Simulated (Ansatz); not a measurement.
The relaxed structure here is a generated cell of ScSi: the first start was made by placing the elements on the sites of a structure type, and the end was not matched to a known phase here, so it may be hypothetical.

One starting cell of ScSi (a generated cell, ScSi built in the AFLOW prototype AB_hP4_186_b_b (B4, as in ZnS)) was relaxed twice with Ansatz (plane waves, PAW, scalar-relativistic): with PBEsol at 420 eV and with PBE at 420 eV. The PBEsol result:

```xyz
4
Lattice="4.6773 0.0000 0.0000 -2.3387 4.0507 0.0000 0.0000 0.0000 5.2741" Properties=species:S:1:pos:R:3 pbc="T T T"
Sc     2.3387     1.3502     1.3185
Sc     0.0000     2.7004     3.9556
Si     2.3387     1.3502     3.9556
Si     0.0000     2.7004     1.3185
```

```tsv
quantity	PBEsol	PBE
space group	P6₃/mmc	P6₃/mmc
volume (Å³/atom)	24.98	[?]
a (Å)	4.677	[?]
c (Å)	5.274	[?]
gap (eV, no spin-orbit coupling)	0.00	[?]
```

Question: What does PBE give for the same quantities?

Answer: 
- volume (Å³/atom), PBE: 25.82
- a (Å), PBE: 4.731
- c (Å), PBE: 5.329
- gap (eV, no spin-orbit coupling), PBE: 0.00

Both levels end in the same structure; PBE's volume is 3.4 % larger. Neither column is exact.

No spin polarisation in the result.

The run could not lose the symmetry of its start: the end is stationary, and may be a saddle point rather than a minimum.

Ansatz is a quantum-chemistry and plane-wave program.
